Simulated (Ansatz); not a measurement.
ZnS:
```yaml
crystal:
  lattice:
    - [3.80610, 0.00000, 0.00000]
    - [-1.90305, 3.29618, 0.00000]
    - [0.00000, 0.00000, 6.24474]
  atoms:
    - { symbol: Zn, position: [0.66667, 0.33333, 0.99975] }
    - { symbol: Zn, position: [0.33333, 0.66667, 0.49975] }
    - { symbol: S, position: [0.66667, 0.33333, 0.62545] }
    - { symbol: S, position: [0.33333, 0.66667, 0.12545] }
```

This is the r²SCAN-relaxed structure.

Question: All from DFT-r²SCAN in the program Ansatz with PAW potentials, unless another level is named. Give the HSE06 gap on the r²SCAN cell.

Answer: 3.44 eV.

Question: Predict the formation energy from the elements (no fitted shifts).

Answer: -0.98 eV/atom.

Question: Next, the weight of the valence-edge state by species (Voronoi cells)?

Answer: S 78 %, Zn 22 %.

Space group P6_3mc (wurtzite). Symmetry was held in the r²SCAN relaxation. The references are the lowest solids computed at this level, not always the standard phases.

Potentials: the later of the program's two PAW sets.
